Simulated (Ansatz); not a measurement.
Cell and atoms are relaxed with the symmetry kept. Start:

```cif
data_structure
_symmetry_space_group_name_H-M 'Fm-3m'
_symmetry_Int_Tables_number 225
_cell_length_a 3.8300
_cell_length_b 3.8300
_cell_length_c 3.8300
_cell_angle_alpha 90.000
_cell_angle_beta 90.000
_cell_angle_gamma 90.000
_cell_volume 56.18
loop_
_atom_site_label
_atom_site_type_symbol
_atom_site_symmetry_multiplicity
_atom_site_Wyckoff_symbol
_atom_site_fract_x
_atom_site_fract_y
_atom_site_fract_z
_atom_site_occupancy
Rh1 Rh 4 a 0.00000 0.00000 0.00000 1
```

These are results of Ansatz, DFT PBEsol, scalar-relativistic, plane waves, PAW, not measurements.

Cutoff 420 eV; k points 18×18×18 on the computed 1-atom cell (Γ-centred); Gaussian smearing, width 0.10 eV; no spin polarisation.

Question: What does it relax to?

Answer: The volume decreases by 0.54 Å³/atom to 13.50 Å³/atom, and the energy falls by 18.6 meV/atom. Final structure:
```
CELL_PARAMETERS angstrom
0.00000 1.88993 1.88993
1.88993 0.00000 1.88993
1.88993 1.88993 0.00000
ATOMIC_POSITIONS crystal
Rh 0.00000 0.00000 0.00000
```

Cost: 1 run of about 0.21 core-minutes, on Arm Neoverse V1 (shared hosts).